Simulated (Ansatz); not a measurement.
K2GaAgF6:
```yaml
crystal:
  lattice:
    - [0.00000, 4.25386, 4.25386]
    - [4.25386, 0.00000, 4.25386]
    - [4.25386, 4.25386, 0.00000]
  atoms:
    - { symbol: K, position: [0.25000, 0.25000, 0.25000] }
    - { symbol: K, position: [0.75000, 0.75000, 0.75000] }
    - { symbol: Ga, position: [0.00000, 0.00000, 0.00000] }
    - { symbol: Ag, position: [0.50000, 0.50000, 0.50000] }
    - { symbol: F, position: [0.22204, 0.22204, 0.77796] }
    - { symbol: F, position: [0.77796, 0.77796, 0.22204] }
    - { symbol: F, position: [0.77796, 0.22204, 0.22204] }
    - { symbol: F, position: [0.22204, 0.77796, 0.77796] }
    - { symbol: F, position: [0.22204, 0.77796, 0.22204] }
    - { symbol: F, position: [0.77796, 0.22204, 0.77796] }
```

Relaxed with r²SCAN. Special points in fractions of this cell's reciprocal vectors: Γ (0.000, 0.000, 0.000); X (0.500, 0.000, 0.500); U (0.625, 0.250, 0.625); K (0.375, 0.375, 0.750); L (0.500, 0.500, 0.500); W (0.500, 0.250, 0.750).

List the band energies nearest the valence-band maximum at these points for DFT-r²SCAN with spin–orbit coupling in the program Ansatz with PAW potentials.

In eV from the valence-band maximum; about four levels below and three above (degenerate sets whole), none deeper than 8.9 eV; points with the same levels are listed once.

| k | below | above |
|---|---|---|
| Γ | 0.00 0.00 0.00 0.00 | 2.79 2.79 7.36 7.36 |
| X | -0.57 -0.57 0.00 0.00 | 5.14 5.14 6.65 6.65 |
| U | -0.46 -0.46 -0.12 -0.12 | 5.22 5.22 6.47 6.47 |
| L | -0.26 -0.26 -0.24 -0.24 | 4.77 4.77 5.53 5.53 |
| W | -0.42 -0.42 -0.17 -0.17 | 5.30 5.30 6.59 6.59 |

Space group Fm-3m. The first step of the workflow began from a Materials Project structure, measured or hypothetical; the Crystallography Open Database copy checked does not list it. Whether it is the stable phase at ambient conditions was not checked. Symmetry was held in the r²SCAN relaxation; its stability against distortions is not shown here. No spin polarisation was allowed.

Potentials: the later of the program's two PAW sets.
